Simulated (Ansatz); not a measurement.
CuI:
```
CuI
1.0
    0.00000     2.93058     2.93058
    2.93058     0.00000     2.93058
    2.93058     2.93058     0.00000
Cu I
1 1
Direct
  0.75000   0.75000   0.75000
  0.00000   0.00000   0.00000
```

Relaxed with LDA. Special points in fractions of this cell's reciprocal vectors: Γ (0.000, 0.000, 0.000); X (0.500, 0.000, 0.500); U (0.625, 0.250, 0.625); K (0.375, 0.375, 0.750); L (0.500, 0.500, 0.500); W (0.500, 0.250, 0.750).

Problem. List the band energies nearest the valence-band maximum at these points for DFT-LDA in the program Ansatz with PAW potentials.

Solution. In eV from the valence-band maximum; about four levels below and three above (degenerate sets whole), none deeper than 8.9 eV; points with the same levels are listed once.

```tsv
k	below	above
Γ	-2.37 -2.37 0.00 0.00 0.00	1.23 4.76 4.76 4.76
X	-2.29 -2.27 -1.92 -1.92	2.41 2.77 9.74
U	-2.34 -2.20 -1.95 -1.60	2.91 4.74 7.74
L	-2.34 -2.34 -2.28 -0.90 -0.90	2.12 5.35 5.35
W	-2.44 -2.27 -2.06 -1.65	4.58 4.84 6.05
```

Space group F-43m (zinc blende). The cell was relaxed with LDA under the symmetry of its start; phonons on a q-mesh show no instability. The run is not spin-polarised. Scalar-relativistic: spin–orbit coupling is off unless named, which matters more the heavier the elements.

Potentials: the earlier of the program's two PAW sets.
